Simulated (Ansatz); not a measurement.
A plane-wave DFT run in Ansatz 0.2.0 (scalar-relativistic PAW potentials unless the input names others): input and command.

```yaml
crystal:
  lattice:
    - [4.1523880704, 0.0, 0.0]
    - [-2.0761940352, 3.5960735553, 0.0]
    - [0.0, 0.0, 6.5221487318]
  atoms:
    - { symbol: Tl, position: [0.0, 0.0, 0.0] }
    - { symbol: Tl, position: [0.0, 0.0, 0.5] }
    - { symbol: O, position: [0.0, 0.589857825, 0.25] }
    - { symbol: O, position: [0.589857825, 0.0, 0.25] }
    - { symbol: O, position: [0.410142175, 0.410142175, 0.25] }
    - { symbol: O, position: [0.589857825, 0.589857825, 0.75] }
    - { symbol: O, position: [0.410142175, 0.0, 0.75] }
    - { symbol: O, position: [0.0, 0.410142175, 0.75] }
basis:
  ecutwfc: 420
  ecutrho_ratio: 9
kpoints:
  mp_grid: { grid: [12, 12, 6], shift: [0.5, 0.5, 0.5] }
hamiltonian:
  xc: pbe
scf:
  occupations: { method: gaussian, width: 0.1 }
output:
  forces: true
  eigenvalues: true
  stress: true
magnetization:
  spin_polarized: true
```

```bash
ansatz run input.yaml --threads 1 --pin off --max-ram 2560MiB --backend cpu --events-out ev --progress --plain --runs-dir out
```

Abridged log:
```
Warning: crystal.symmetry: narrowed to the stabiliser of the k-point mesh — unitary ops 24 → 8; excluded 16 operations that carry a point of the 12×12×6 mesh (shift [0.5, 0.5, 0.5]) off the mesh (the run samples exactly the mesh kpoints.mp_grid names, as under crystal.symmetry.detect: false, and its converged state has the mesh's symmetry, not the crystal's; ε∞, the Born charges and the force constants of a linear response (`dielectric:` by the response, `phonons.method: dfpt`) are averaged over those of the crystal's operations that the state keeps within a tolerance, where `mesh_tensors`, `u ...
Pseudopotentials: kind: paw
Pseudopotential: Tl, paw, valence charge 13, recommended cutoff 420 eV (normal)
Pseudopotential: O, paw, valence charge 6, recommended cutoff 420 eV (normal)
Functional definition: PBE
Crystal: 8 atoms, lattice volume = 97.391 Å³
Basis set: ecut = 420 eV, 1899 PW (Γ), exchange–correlation on 90×90×144 points (8 copies of the dense FFT grid, shifted against one another)
Bands: 39, of which v1, the nominal top of the filled ones, is band 31 counted from 1 (30 counted from 0)
Symmetry: 8 space group operations
k-points: 126 of 864
Initial density: superposition of atomic densities (chi_scale 0.1, normalization cell, long waves kept (reshape's long-wave potential 0.01 eV rms))
Initial wavefunctions: pseudopotential atomic-orbital guess
Functional: x = pbe(κ = 0.804, μ = 0.21951497), c = pbe(β = 0.06672455)
SCF iter   1: F=—  HF=-26277.091790 eV  |F-HF|=—  |Δ(HF+E_count)|=         —  Δρ=5.36e-2 (↑5.36e-2 ↓5.36e-2) dr2=1.08e1  dr2_m=0.00e0  M=0.000 μB ∫|m|=0.000 μB  β_m=0.30  ethr=3.10e-3  ⟨swp⟩=5.8  Hψ=18581  notcnv=0
spin=Collinear: Kerker preconditioning applied to the charge; magnetization (m = ρ↑ − ρ↓) channel mixes plain (no charge-response kernel on spin).
SCF iter   2: F=—  HF=-26275.143416 eV  |F-HF|=—  |Δ(HF+E_count)|=    1.95e0  Δρ=3.34e-2 (↑3.34e-2 ↓3.34e-2) dr2=4.30e0  dr2_m=0.00e0  M=0.000 μB ∫|m|=0.000 μB  β_m=0.53  ethr=3.10e-3  ⟨swp⟩=3.0  Hψ=10026  notcnv=0  defer=378
SCF iter   3: F=—  HF=-26268.840476 eV  |F-HF|=—  |Δ(HF+E_count)|=    6.30e0  Δρ=1.01e-1 (↑1.01e-1 ↓7.87e-2) dr2=5.61e-1  dr2_m=6.89e0  M=6.048 μB ∫|m|=6.048 μB  ethr=3.10e-3  ⟨swp⟩=2.0  Hψ=8316  notcnv=0  defer=378
Mixer restart at iter 3: flushing history
SCF iter   4: F=—  HF=-26272.784701 eV  |F-HF|=—  |Δ(HF+E_count)|=         —  Δρ=3.93e-2 (↑3.33e-2 ↓3.93e-2) dr2=3.00e-1  dr2_m=1.13e0  M=2.785 μB ∫|m|=3.132 μB  β_m=0.53  ethr=9.05e-4  ⟨swp⟩=4.0  Hψ=26082  notcnv=0  defer=391
SCF iter   5: F=—  HF=-26273.136055 eV  |F-HF|=—  |Δ(HF+E_count)|=   3.51e-1  Δρ=2.65e-2 (↑2.65e-2 ↓2.65e-2) dr2=1.42e-1  dr2_m=6.10e-1  M=2.268 μB ∫|m|=2.555 μB  β_m=0.62  ethr=4.84e-4  ⟨swp⟩=2.3  Hψ=15027  notcnv=0  defer=391
SCF iter   6: F=—  HF=-26273.504321 eV  |F-HF|=—  |Δ(HF+E_count)|=   3.68e-1  Δρ=1.04e-2 (↑7.49e-3 ↓1.04e-2) dr2=7.00e-2  dr2_m=5.56e-2  M=1.375 μB ∫|m|=1.502 μB  β_m=0.74  ethr=2.29e-4  ⟨swp⟩=2.0  Hψ=18960  notcnv=0  defer=392
SCF iter   7: F=—  HF=-26273.573368 eV  |F-HF|=—  |Δ(HF+E_count)|=   6.90e-2  Δρ=9.11e-3 (↑8.91e-3 ↓9.11e-3) dr2=2.51e-1  dr2_m=1.66e-2  M=0.907 μB ∫|m|=0.977 μB  β_m=0.61  ethr=1.13e-4  ⟨swp⟩=2.1  Hψ=20243  notcnv=0  defer=424
SCF iter   8: F=—  HF=-26273.557714 eV  |F-HF|=—  |Δ(HF+E_count)|=   1.57e-2  Δρ=4.27e-3 (↑3.55e-3 ↓4.27e-3) dr2=7.24e-3  dr2_m=1.19e-2  M=0.792 μB ∫|m|=0.849 μB  β_m=0.81  ethr=1.13e-4  ⟨swp⟩=2.1  Hψ=15657  notcnv=0  defer=505
SCF iter   9: F=—  HF=-26273.576722 eV  |F-HF|=—  |Δ(HF+E_count)|=   1.90e-2  Δρ=1.69e-3 (↑1.69e-3 ↓1.51e-3) dr2=1.28e-3  dr2_m=2.08e-3  M=0.406 μB ∫|m|=0.427 μB  β_m=0.90  ethr=1.17e-5  ⟨swp⟩=2.0  Hψ=17718  notcnv=0  defer=505
SCF iter  10: F=—  HF=-26273.580798 eV  |F-HF|=—  |Δ(HF+E_count)|=   4.08e-3  Δρ=5.67e-4 (↑5.67e-4 ↓5.51e-4) dr2=4.43e-4  dr2_m=2.19e-4  M=0.157 μB ∫|m|=0.164 μB  β_m=0.95  ethr=2.06e-6  ⟨swp⟩=2.1  Hψ=17124  notcnv=0  defer=505
SCF iter  11: F=—  HF=-26273.581353 eV  |F-HF|=—  |Δ(HF+E_count)|=   5.55e-4  Δρ=2.32e-4 (↑2.32e-4 ↓1.75e-4) dr2=6.21e-5  dr2_m=2.80e-5  M=0.036 μB ∫|m|=0.039 μB  β_m=0.98  ethr=7.14e-7  ⟨swp⟩=2.0  Hψ=17237  notcnv=0  defer=505
Mixer restart at iter 11: flushing history
SCF iter  12: F=—  HF=-26273.581453 eV  |F-HF|=—  |Δ(HF+E_count)|=         —  Δρ=4.06e-5 (↑4.06e-5 ↓4.06e-5) dr2=5.21e-6  dr2_m=0.00e0  M=0.000 μB ∫|m|=0.000 μB  β_m=0.98  ethr=1.00e-7  ⟨swp⟩=4.8  Hψ=13735  notcnv=0  defer=307
SCF iter  13: F=—  HF=-26273.581457 eV  |F-HF|=—  |Δ(HF+E_count)|=   3.77e-6  Δρ=1.78e-5 (↑1.78e-5 ↓1.78e-5) dr2=2.06e-6  dr2_m=0.00e0  M=0.000 μB ∫|m|=0.000 μB  β_m=0.99  ethr=8.40e-9  ⟨swp⟩=2.2  Hψ=7320  notcnv=0  defer=302
SCF iter  14: F=—  HF=-26273.581459 eV  |F-HF|=—  |Δ(HF+E_count)|=   2.07e-6  Δρ=4.82e-5 (↑4.82e-5 ↓4.82e-5) dr2=9.59e-6  dr2_m=0.00e0  M=0.000 μB ∫|m|=0.000 μB  β_m=0.71  ethr=3.32e-9  ⟨swp⟩=2.0  Hψ=8022  notcnv=0  defer=302  recentre
SCF iter  15: F=—  HF=-26273.581458 eV  |F-HF|=—  |Δ(HF+E_count)|=   6.92e-7  Δρ=1.37e-5 (↑1.37e-5 ↓1.37e-5) dr2=8.47e-7  dr2_m=0.00e0  M=0.000 μB ∫|m|=0.000 μB  β_m=0.72  ethr=3.32e-9  ⟨swp⟩=2.0  Hψ=8007  notcnv=0  defer=302
SCF iter  16: F=-26273.581458 eV  HF=-26273.581458 eV  |F-HF|=9.57e-10  |Δ(HF+E_count)|=   7.87e-8  Δρ=1.11e-6 (↑1.11e-6 ↓1.11e-6) dr2=3.87e-9  dr2_m=0.00e0  M=0.000 μB ∫|m|=0.000 μB  ethr=1.61e-10  ⟨swp⟩=6.8  Hψ=22294  notcnv=0
SCF 1 converged in 16 iterations: F = -26273.581458 eV  dr2 = 3.87e-9
SCF converged after 16 iterations
Magnetization: 0.0000 μB (31.0000 up, 31.0000 down)
Absolute magnetization: 0.0000 μB (∫|ρ↑−ρ↓|)
Spin contamination: 0.0000 ħ² per cell (⟨S²⟩ above its minimum at these occupations)
Per-site moments (μB) at R_I (Å): [(0.0, 0.97258167), (0.0, 0.97258167), (0.0, 0.89696201), (0.0, 0.89696201), (0.0, 0.89696201), (0.0, 0.89696201), (0.0, 0.89696201), (0.0, 0.89696201)]
Free energy (F): -26273.581458 eV
Harris-Foulkes:  -26273.581458 eV  (|F-HF|=9.57e-10)
Internal energy: -26273.559277 eV  (E = F + TS)
E sigma→0 (E₀):  -26273.570367 eV
Entropy (-TS):   -0.022182 eV (-2.773 meV/atom)
Fermi energy:    7.847497 eV
--- Forces (eV/Å), atoms counted from 1 ---
  atom   1  Tl     0.00000000     0.00000000     0.00000000
  atom   2  Tl     0.00000000     0.00000000     0.00000000
  atom   3  O      0.00573082    -0.00198265     0.00000000
  atom   4  O     -0.00458244     0.00397171     0.00000000
  atom   5  O     -0.00215617    -0.00373460     0.00000000
  atom   6  O      0.00215617     0.00373460     0.00000000
  atom   7  O      0.00458244    -0.00397171     0.00000000
  atom   8  O     -0.00573082     0.00198265     0.00000000
--- Stress (GPa, compression-positive) ---
        0.054429      -0.051694       0.000000
       -0.051694      -0.005263       0.000000
        0.000000       0.000000       0.013911
  P = ⅓ Tr σ = 0.0210 GPa (0.210 kbar)
```

Apart from outputs, empty bands and the relaxation, which only the reference makes, the input differs from a reference run on usual settings in magnetization: not typed → {"spin_polarized": true}; basis.ecutrho_ratio: not typed → 9; kpoints.mp_grid.shift: not typed → [0.5, 0.5, 0.5]. The reference, at the same geometry, ended its own course with pressure 0.00 GPa, largest force 0.000 eV/Å, no gap on the mesh. This run converged in 16 SCF iterations with an energy at zero smearing 0.77 meV/atom above the reference's, pressure 0.02 GPa, largest force 0.006 eV/Å, no gap on the mesh.

The run took 17 s on 1 thread of AMD EPYC 9B45 (Zen 5), with other jobs on the host, peak memory 1 GiB.